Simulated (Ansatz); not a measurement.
BN:
Space group P6₃mc (No. 186); a = b = 2.4986 Å, c = 19.7810 Å, α = β = 90.00°, γ = 120.00°

```
atom  site  symmetry       x       y       z
----  ----  --------  ------  ------  ------
B       2a       3m.  0.0000  0.0000  0.0835
N       2b       3m.  0.3333  0.6667  0.0836
B       2b       3m.  0.3333  0.6667  0.2500
N       2b       3m.  0.6667  0.3333  0.2501
B       2b       3m.  0.6667  0.3333  0.4164
N       2a       3m.  0.0000  0.0000  0.4165
```

Relaxed at zero pressure with r²SCAN+D4 (plane waves, PAW; program Ansatz).

The volume is raised by 6 % and shape and atoms relax at that volume. What pressure results, and how do the axes share the change?

-1.4 GPa; a 0.1 %, b 0.1 %, c 5.7 %; the energy rises by 3 meV/atom.

Give the new structure.


Space group P6₃mc (No. 186); a = b = 2.5019 Å, c = 20.9119 Å, α = β = 90.00°, γ = 120.00°

| atom | site | symmetry | x | y | z |
|---|---|---|---|---|---|
| B | 2a | 3m. | 0.0000 | 0.0000 | 0.0836 |
| N | 2b | 3m. | 0.3333 | 0.6667 | 0.0836 |
| B | 2b | 3m. | 0.3333 | 0.6667 | 0.2497 |
| N | 2b | 3m. | 0.6667 | 0.3333 | 0.2498 |
| B | 2b | 3m. | 0.6667 | 0.3333 | 0.4167 |
| N | 2a | 3m. | 0.0000 | 0.0000 | 0.4167 |

The phase is kept; no other phase was compared at this pressure.

Space group P6_3mc. The start of the workflow was typed in or built on a structure type. Its sites differ from those of the usual phase in this space group: another stacking or structure type. Symmetry was held in the r²SCAN+D4 relaxation; its stability against distortions is not shown here.

Potentials: the later of the program's two PAW sets.
